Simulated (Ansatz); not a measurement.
ZrN (rock salt, Fm-3m) at seven volumes, PBE (plane waves, PAW; program Ansatz), scaled uniformly. One row is withheld.

```json
[
 {"V (Å³/atom)": "11.036", "P (GPa)": "28.75"},
 {"V (Å³/atom)": "11.400", "P (GPa)": "17.60"},
 {"V (Å³/atom)": "11.764", "P (GPa)": "8.10"},
 {"V (Å³/atom)": "12.128", "P (GPa)": "0.00"},
 {"V (Å³/atom)": "12.492", "P (GPa)": "-6.90"},
 {"V (Å³/atom)": "12.856", "P (GPa)": "-12.79"},
 {"V (Å³/atom)": "13.219", "P (GPa)": "?"}
]
```

### Question
Fit the shown pressures and predict the withheld one.

### Answer
Third-order Birch–Murnaghan: P = (3/2)B₀(x^(7/2) − x^(5/2))[1 + (3/4)(B′ − 4)(x − 1)] with x = (V₀/V)^(2/3). Least squares on the six rows gives V₀ = 12.128 Å³/atom, B₀ = 248.7 GPa, B′ = 4.29. At V = 13.219, x = 0.9442 and P = -17.82 GPa. The run itself gave -17.80 GPa.

Symmetry was held in the PBE relaxation. No spin polarisation was allowed.

Potentials: the earlier of the program's two PAW sets.
